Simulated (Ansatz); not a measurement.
Cs$_{2}$RbInF$_{6}$:
```yaml
crystal:
  lattice:
    - [0.00000, 4.73207, 4.73207]
    - [4.73207, 0.00000, 4.73207]
    - [4.73207, 4.73207, 0.00000]
  atoms:
    - { symbol: Cs, position: [0.75000, 0.75000, 0.75000] }
    - { symbol: Cs, position: [0.25000, 0.25000, 0.25000] }
    - { symbol: Rb, position: [0.50000, 0.50000, 0.50000] }
    - { symbol: In, position: [0.00000, 0.00000, 0.00000] }
    - { symbol: F, position: [0.78040, 0.21960, 0.21960] }
    - { symbol: F, position: [0.21960, 0.78040, 0.78040] }
    - { symbol: F, position: [0.21960, 0.78040, 0.21960] }
    - { symbol: F, position: [0.78040, 0.21960, 0.78040] }
    - { symbol: F, position: [0.21960, 0.21960, 0.78040] }
    - { symbol: F, position: [0.78040, 0.78040, 0.21960] }
```

Relaxed with r²SCAN. Special points in fractions of this cell's reciprocal vectors: Γ (0.000, 0.000, 0.000); X (0.500, 0.000, 0.500); U (0.625, 0.250, 0.625); K (0.375, 0.375, 0.750); L (0.500, 0.500, 0.500); W (0.500, 0.250, 0.750).

Task: List the band energies nearest the valence-band maximum at these points for r²SCAN with spin–orbit coupling (plane waves, PAW; program Ansatz).

Result: In eV from the valence-band maximum; about four levels below and three above (degenerate sets whole), none deeper than 8.9 eV; points with the same levels are listed once.

| k | below | above |
|---|---|---|
| Γ | -0.25 -0.25 -0.25 -0.25 | 6.34 6.34 8.47 8.47 8.47 8.47 |
| X | -0.36 -0.36 -0.27 -0.27 | 7.59 7.59 8.71 8.71 |
| U | -0.28 -0.28 -0.15 -0.15 | 7.65 7.65 9.02 9.02 |
| L | -0.03 -0.03 0.00 0.00 | 7.62 7.62 8.81 8.81 |
| W | -0.30 -0.30 -0.13 -0.13 | 7.67 7.67 9.03 9.03 |

Space group Fm-3m. The workflow started from a Materials Project entry (that database holds measured and hypothetical structures alike); the Crystallography Open Database copy checked does not list it. Its standing as an ambient phase is unchecked. Symmetry was held in the r²SCAN relaxation; whether a distortion lowers the energy is not shown.

Potentials: the later of the program's two PAW sets.
